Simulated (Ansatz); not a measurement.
## Property card for Si

Si:
```
CELL_PARAMETERS angstrom
      3.80244     0.00000     0.00000
     -1.90122     3.29301     0.00000
      0.00000     0.00000     6.28908
ATOMIC_POSITIONS crystal
  Si 0.33333 0.66667 0.06303
  Si 0.66667 0.33333 0.93697
  Si 0.66667 0.33333 0.56303
  Si 0.33333 0.66667 0.43697
```

Space group P6_3/mmc (No. 194); conventional cell a = 3.802 Å, b = 3.802 Å, c = 6.289 Å, α = 90.00°, β = 90.00°, γ = 120.00°.

Method: the program Ansatz at the LDA level (PAW). Structure relaxed to zero pressure with the same functional. Other levels are named where they apply.

Cell and energy:

```yaml
volume_per_atom: 19.69 Å³
density: 2.37 g/cm³
```

Electronic structure:

```yaml
band_gap: 0.27 eV (indirect)
valence_band_maximum: at Γ
conduction_band_minimum: at M (3 equivalent valleys)
smallest_direct_gap_on_the_standard_path: 0.98 eV
```

Mechanics:

```yaml
Bulk modulus (Birch–Murnaghan fit): 96.3 GPa
Pressure derivative B′: 4.2
Elastic constants (relaxed ions, GPa): C11 = 191, C12 = 55.8, C13 = 39.8, C33 = 217, C44 = 48.2
mechanical_stability: stable (all eigenvalues of C positive)
hill_bulk_and_shear_moduli: 96.6 and 62.0 GPa
Young's modulus: 153 GPa
Poisson's ratio: 0.24
debye_temperature_from_the_elastic_constants: 625 K
```

The workflow started from a Materials Project entry (that database holds measured and hypothetical structures alike); the Crystallography Open Database copy checked does not list it. It is not the phase usual at ambient conditions (space group No. 227). The LDA relaxation kept the symmetry of its start; whether a distortion lowers the energy is not shown.

Potentials: the later of the program's two PAW sets.
